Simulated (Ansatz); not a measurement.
Cu (fcc, Cu type)

```yaml
crystal:
  lattice:
    - [0.00000, 1.81485, 1.81485]
    - [1.81485, 0.00000, 1.81485]
    - [1.81485, 1.81485, 0.00000]
  atoms:
    - { symbol: Cu, position: [0.00000, 0.00000, 0.00000] }
```

The slice is a {110} plane (indices of the conventional cell) through the point (0.000, 0.000, 0.000) (fractional), spanned by u = [100] and v = [1 -1 -1] in vectors of this cell: u (2.57 Å) and v (3.63 Å, at 90° to u). It covers one period; positions are fractions (u, v).

Method: PBE (plane waves to 420 eV, PAW, scalar-relativistic; Ansatz, an electronic-structure program). k mesh 22×22×22. Inside the PAW spheres the values are not all-electron values, and peaks at nuclei hang on which shells count as valence. Cu is run without spin polarisation. Cu was relaxed with its symmetry unable to fall.

Three fields on this plane, each scaled to ten steps between its own extremes (0 low, 9 high; the total valence density on a logarithmic scale, the potential cut 8 eV below its top; x marks points blanked near nuclei; v = 0 in the bottom row):

Map A
```
|xxxxxxxx97679xxxxxxx|
|xxxxxxxx86568xxxxxxx|
|xxxxxxxx76567xxxxxxx|
|xxxxxxx9655569xxxxxx|
|xxxxxx975444579xxxxx|
|xxxxx97654445679xxxx|
|xxxx8765444445678xxx|
|88776554444444556778|
|55544444444444444445|
|33333344455544433333|
|11222344555554432221|
|01112344556554432111|
|00112345566655432110|
|00012345566655432100|
|00112345566655432110|
|01112344556554432111|
|11222344555554432221|
|33333344455544433333|
|55444444444444444455|
|88776554444444556778|
|xxxx8765444445678xxx|
|xxxxx97654445679xxxx|
|xxxxxx975444579xxxxx|
|xxxxxxx9655569xxxxxx|
|xxxxxxxx76567xxxxxxx|
|xxxxxxxx86568xxxxxxx|
|xxxxxxxx97679xxxxxxx|
|xxxxxxxx97679xxxxxxx|
```

Map B
```
|xxxxxxxx03430xxxxxxx|
|xxxxxxxx13531xxxxxxx|
|xxxxxxxx14641xxxxxxx|
|xxxxxxx0367630xxxxxx|
|xxxxxx024787420xxxxx|
|xxxxx01469996410xxxx|
|xxxx0136899986310xxx|
|00012468999998642100|
|11234678888888764321|
|33456777777777776543|
|55556666666666666555|
|55556666555556666555|
|55555555544455555555|
|55555555444445555555|
|55555555544455555555|
|55556666555556666555|
|55556666666666666555|
|33456777777777776543|
|11234678888888764321|
|00012468999998642100|
|xxxx0136899986310xxx|
|xxxxx01469996410xxxx|
|xxxxxx024787420xxxxx|
|xxxxxxx0367630xxxxxx|
|xxxxxxxx14641xxxxxxx|
|xxxxxxxx13531xxxxxxx|
|xxxxxxxx03430xxxxxxx|
|xxxxxxxx02420xxxxxxx|
```

Map C
```
|xxxxxxxx04440xxxxxxx|
|xxxxxxxx14542xxxxxxx|
|xxxxxxxx35553xxxxxxx|
|xxxxxxx1466641xxxxxx|
|xxxxxx035676530xxxxx|
|xxxxx03567776530xxxx|
|xxxx1356777776531xxx|
|12234567777776654322|
|55566677777777766655|
|77777777666667777777|
|88888776665666778888|
|99988776555556778899|
|99998766544456678999|
|99998766544456678999|
|99998766544456678999|
|99988776555556778899|
|88888776665666778888|
|77777777666667777777|
|55566677777777766655|
|12234566777777654322|
|xxxx1356777776531xxx|
|xxxxx03567776530xxxx|
|xxxxxx035676530xxxxx|
|xxxxxxx1466641xxxxxx|
|xxxxxxxx35553xxxxxxx|
|xxxxxxxx24541xxxxxxx|
|xxxxxxxx04440xxxxxxx|
|xxxxxxxx03430xxxxxxx|
```

**Question.** Assign the maps to these fields: electron localisation function (ELF); valence electron density; electrostatic potential energy of an electron, from the cell's mean.

**Answer.** A is the valence electron density; B is the electron localisation function (ELF); C is the electrostatic potential energy of an electron, from the cell's mean.
